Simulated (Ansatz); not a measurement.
WC: do energies and stresses tell the same story?

These are results of DFT r2SCAN, scalar-relativistic, plane waves, PAW in Ansatz 0.2.0, not measurements.

Plane waves to 500 eV, a k mesh through Γ of 18×18×14 on the computed 2-atom cell and Gaussian smearing (0.10 eV); no spin polarisation.

Relaxed cell: P-6m2, a = 2.912 Å, b = 2.912 Å, c = 2.836 Å, α = 90.00°, β = 90.00°, γ = 120.00°, 2 atoms in the primitive cell.

Energies at zero smearing and pressures from the stress tensor, at volumes with shape and atoms relaxed:
| V (Å³/atom) | E − E(first) (meV/atom) | P (GPa) |
| --- | --- | --- |
| 9.790 | 0.00 | 28.23 |
| 10.102 | -39.78 | 13.02 |
| 10.414 | -52.13 | 0.01 |
| 10.727 | -41.00 | -11.12 |
| 11.039 | -9.79 | -20.64 |

Problem. Check P = −dE/dV between neighbouring volumes, and get the bulk modulus from the pressures alone.

Solution. With 1 eV/Å³ = 160.2 GPa:
| middle V (Å³/atom) | −ΔE/ΔV (GPa) | mean P (GPa) |
| --- | --- | --- |
| 9.946 | 20.399 | 20.622 |
| 10.258 | 6.333 | 6.514 |
| 10.571 | -5.705 | -5.555 |
| 10.883 | -16.006 | -15.879 |

The two differ by 0.22 GPa at most. The mean of two end pressures misses the average over a step by about ΔV² P″/12, up to 0.20 GPa here; with that taken off 0.02 GPa remains. Around V = 10.414 Å³/atom, the two neighbours give B = −V ΔP/ΔV = 10.414 × 24.14 / 0.625 = 402.3 GPa, against B0 = 400.3 GPa from the Birch–Murnaghan fit of the energies.

Spin–orbit coupling is left out, which can shift energies with elements as heavy as these.